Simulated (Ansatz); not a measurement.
Method: DFT PBE, scalar-relativistic, plane waves, PAW (Ansatz 0.2.0). All cells share a 420 eV cutoff and Γ-centred k meshes spaced at most about 0.3 Å⁻¹ (about 0.25 or finer for metals, 2π included). No spin polarisation in the final relaxations.

All energies are static (0 K, no zero-point motion).

Two relaxed structures of Al4GeRu:

A.

Space group P1 (No. 1). a = 4.545 Å, b = 4.669 Å, c = 10.599 Å, α = 84.78°, β = 77.72°, γ = 61.70°
```csv
atom,site,symmetry,x,y,z
Al,1a,1,0.0476,0.4260,0.9245
Al,1a,1,0.9778,0.7834,0.3710
Al,1a,1,0.8644,0.7336,0.6888
Al,1a,1,0.6086,0.7603,0.1511
Al,1a,1,0.5555,0.3919,0.6485
Al,1a,1,0.2786,0.4043,0.1655
Al,1a,1,0.7198,0.1074,0.9186
Al,1a,1,0.6672,0.3978,0.3716
Ge,1a,1,0.3727,0.7699,0.9246
Ge,1a,1,0.2932,0.0417,0.4790
Ru,1a,1,0.1716,0.0854,0.7194
Ru,1a,1,0.9429,0.0984,0.1374
```

B.

Space group P6/mmm (No. 191). a = 4.588 Å, b = 4.588 Å, c = 5.233 Å, α = 90.00°, β = 90.00°, γ = 120.00°
```json
{"atom": "Al", "site": "4h", "symmetry": "3m.", "x": "0.3333", "y": "0.6667", "z": "0.7538"}
{"atom": "Ge", "site": "1b", "symmetry": "6/mmm", "x": "0.0000", "y": "0.0000", "z": "0.5000"}
{"atom": "Ru", "site": "1a", "symmetry": "6/mmm", "x": "0.0000", "y": "0.0000", "z": "0.0000"}
```

Question: Which is lower in energy, and by how much?

Answer: A is lower, by 0.30 eV/atom. A has space group P1 (No. 1), 16.1 Å³/atom and no gap on its mesh; B has space group P6/mmm (No. 191), 15.9 Å³/atom and no gap. Counting Al or Ru atoms around Ge (for each partner element, those within 1.25 times its shortest distance or 1.15 times the sum of covalent radii, where it is the nearest in units of that sum or under 1.3; a plus sign parts groups by distance over the sum of covalent radii; a slash parts the counts of unlike sites), A has Ge 1+10/11 and B has Ge 2+12. In A, Al on its first site has 6 Al at 2.57–2.94 Å, 2 Ru at 2.61–2.69 Å, 3 Ge at 2.65–2.70 Å and 1 Al at 3.28 Å; Ge on its first site has 2 Ru at 2.59–2.68 Å, 9 Al at 2.63–3.01 Å and 1 Al at 3.30 Å; Ru on its first site is surrounded by 2 Ge at 2.50–2.59 Å, 7 Al at 2.58–2.73 Å and 1 Al at 2.94 Å; 9 more sites not described. In B, around Al lie 5 Al at 2.58–2.66 Å, 3 Ru at 2.95 Å and 3 Ge at 2.96 Å; Ge is surrounded by 2 Ru at 2.62 Å and 12 Al at 2.96 Å; Ru has 2 Ge at 2.62 Å and 12 Al at 2.95 Å. Both come from invented guesses.

Cells relaxed within their symmetry can be saddle points.
